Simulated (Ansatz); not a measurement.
YAl3, in the lowest of the structures calculated here: R-3m, hexagonal axes (No. 166), hR12; a = b = 6.1230 Å, c = 21.0499 Å, α = β = 90.00°, γ = 120.00°; Y 6c (0.000, 0.000, 0.218); Y 3a (0.000, 0.000, 0.000); Al 18h (0.185, 0.370, 0.110); Al 9e (0.000, 0.500, 0.000). All values below come from PBEsol (plane waves to 420 eV, PAW, scalar-relativistic; Ansatz, an electronic-structure program). Element references, the lowest calculated here: Y (R-3m, not the ambient form), Al (Fm-3m).

Total energies (eV/atom, σ → 0; comparable only within this code, potentials and settings):

| phase | E (eV/atom) |
|---|---|
| YAl3 (R-3m) | -1342.633 |
| Y (R-3m) | -3795.074 |
| Al (Fm-3m) | -524.548 |

Problem. What is the formation energy of this R-3m form of YAl3 from the elements?

Solution. E_f = -1342.633 − [1 × (-3795.074) + 3 × (-524.548)] / 4 = -0.45 eV/atom (-1.8 eV per formula unit).

Static energies, no anion corrections, no zero-point energy. Values are rounded to 0.01 eV/atom. The compounds carry no spin polarisation.
